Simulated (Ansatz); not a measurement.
TiSe2:
```xyz
3
Lattice="3.5416 0.0000 0.0000 -1.7708 3.0671 0.0000 0.0000 0.0000 6.7124" Properties=species:S:1:pos:R:3 pbc="T T T"
Ti     0.0000     0.0000     0.0000
Se     0.0000     2.0447     1.5472
Se     1.7708     1.0224     5.1651
```

Relaxed with PBE. Special points in fractions of this cell's reciprocal vectors: Γ (0.000, 0.000, 0.000); M (0.500, 0.000, 0.000); K (0.333, 0.333, 0.000); A (0.000, 0.000, 0.500); L (0.500, 0.000, 0.500); H (0.333, 0.333, 0.500).

**Question.** List the band energies nearest the Fermi level at these points for plane-wave PAW PBE (Ansatz code).

**Answer.** In eV from the Fermi level; about four levels below and three above (degenerate sets whole), none deeper than 8.9 eV; points with the same levels are listed once.

```json
[
 {"k": "Γ", "below": "-4.82 -2.18 -2.18 -0.57", "above": "0.47 0.47 0.49 0.49"},
 {"k": "M", "below": "-2.64 -2.26 -2.19 -1.12", "above": "0.06 1.35 1.73"},
 {"k": "K", "below": "-3.85 -3.85 -2.52 -2.35 -2.35", "above": "1.13 1.53 1.53"},
 {"k": "A", "below": "-4.11 -2.17 -2.17 -2.06", "above": "0.44 0.44 0.47 0.47"},
 {"k": "L", "below": "-2.31 -1.56 -1.01 -0.09", "above": "1.35 1.71 3.27"},
 {"k": "H", "below": "-3.85 -2.76 -2.16 -2.16", "above": "1.13 1.35 1.35"}
]
```

Space group P-3m1 (CdI2 type). Symmetry was held in the PBE relaxation. The run is not spin-polarised. A crystal of weakly bound layers computed without a dispersion correction: the cell and the soft elastic constants depend strongly on that. Scalar-relativistic: spin–orbit coupling is off unless named, which matters more the heavier the elements.

Potentials: the earlier of the program's two PAW sets.
